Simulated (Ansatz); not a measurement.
# From the elastic tensor of Sn$_{2}$Ir at 6 GPa (stress–strain coefficients) to moduli and sound speeds

Method: DFT LDA, scalar-relativistic, plane waves, PAW in Ansatz. Settings: 420 eV plane-wave cutoff, Γ-centred 12×12×12 mesh, Fermi-Dirac smearing of 0.15 eV. No spin polarisation.

The structure is cubic, space group Fm-3m (No. 225). Conventional cell: a = 6.222 Å, b = 6.222 Å, c = 6.222 Å, α = 90.00°, β = 90.00°, γ = 90.00°. Sn (site symmetry -43m) has 4 Ir at 2.69 Å as nearest neighbours. Around Ir (site symmetry m-3m) lie 8 Sn at 2.69 Å.

In a metal, frequencies and elastic constants depend on the k mesh and the smearing, soft modes and shear constants most. Spin–orbit coupling is left out, which can shift energies with elements as heavy as these. Other phases may be more stable at this pressure.

Relaxed-ion constants (GPa, on the Cartesian axes of the calculation):
```
218.8 137.3 137.3   0.0   0.0   0.0
137.3 218.8 137.3   0.0   0.0   0.0
137.3 137.3 218.8   0.0   0.0   0.0
  0.0   0.0   0.0  34.1   0.0   0.0
  0.0   0.0   0.0   0.0  34.1   0.0
  0.0   0.0   0.0   0.0   0.0  34.1
```

Density 11.849 g/cm³; 3 atoms in 60.21 Å³.

The values that follow are for a polycrystal of randomly turned grains, by Hill's mean where one number stands.

| Property | Result |
| --- | --- |
| Bulk modulus, Voigt / Reuss / Hill | 164.5 / 164.5 / 164.5 GPa |
| Shear modulus, Voigt / Reuss / Hill | 36.8 / 36.5 / 36.6 GPa |
| Young's modulus | 102 GPa |
| Poisson ratio | 0.396 |
| Pugh ratio B/G | 4.49 |
| Universal anisotropy index | 0.04 |
| Longitudinal and transverse sound speeds | 4243 and 1758 m/s |
| Debye temperature from the mean sound speed | 218 K |

Cost: 1 run of about 3.2 core-minutes, on Arm Neoverse V1 (shared hosts).